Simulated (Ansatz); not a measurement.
CsPbCl3 (cubic perovskite)

```
CELL_PARAMETERS angstrom
      5.67354     0.00000     0.00000
      0.00000     5.67354     0.00000
      0.00000     0.00000     5.67354
ATOMIC_POSITIONS crystal
  Cs 0.00000 0.00000 0.00000
  Pb 0.50000 0.50000 0.50000
  Cl 0.00000 0.50000 0.50000
  Cl 0.50000 0.50000 0.00000
  Cl 0.50000 0.00000 0.50000
```

The slice is a {100} plane (indices of the conventional cell) through the point (0.000, 0.500, 0.500) (fractional), spanned by u = [100] and v = [010] in vectors of this cell: u (5.67 Å) and v (5.67 Å, at 90° to u). It covers one period; positions are fractions (u, v).

These are r2SCAN (plane waves to 500 eV, PAW, scalar-relativistic; Ansatz, a program for electronic structure) values and carry that method's errors. k mesh 6×6×6. Inside the PAW spheres the values are not all-electron values, and peaks at nuclei hang on which shells count as valence. CsPbCl3 was relaxed with its symmetry unable to fall. Spin-orbit coupling is left out, though Pb is heavy. The PAW data are Ansatz's earlier set. This is a high-temperature form of CsPbCl3.

Task: What is the ELF at the midpoint of the shortest Pb–Cl line in this plane (2.84 Å)?

Result: 0.18.

Task: What is the valence density on the shortest Pb–Cl line in this plane (2.84 Å), at its midpoint?

Result: 0.24 e/Å³.

Task: Sketch the valence electron density on this plane as a map.

Result: 
```
|7777776655555577889999998877555555667777|
|7777776655445566778888887766554455667777|
|7766665544444455667777776655444444556666|
|5555554433333344555566555544333333445555|
|4444333322223344445555554444332222333344|
|3322222222223344555566555544332222222222|
|1111111122334455666677666655443322111111|
|0000111122335566777777777766553322111100|
|0000001122445566777777777766554422110000|
|0000001133445577777755777777554433110000|
|0000001122445566777777777766554422110000|
|0000111122335566777777777766553322111100|
|1111111122334455666677666655443322111111|
|3322222222223344555566555544332222222222|
|4444333322223344445555554444332222333344|
|5555554433333344555566555544333333445555|
|7766665544444455667777776655444444556666|
|7777776655445566778888887766554455667777|
|7777776655555577889999998877555555667777|
|5577777766556677889999998877665566777777|
```
Scale: ten equal steps from -2.41 (start of '0') to 0.92 (end of '9'), in the order '0123456789'. Values: log₁₀ of the valence density in e/Å³. The map has 20 points along u (two characters each, u = 0 at the left) and 20 along v (v = 0 in the bottom row). The scale is logarithmic, as a density can span decades between atoms and voids.
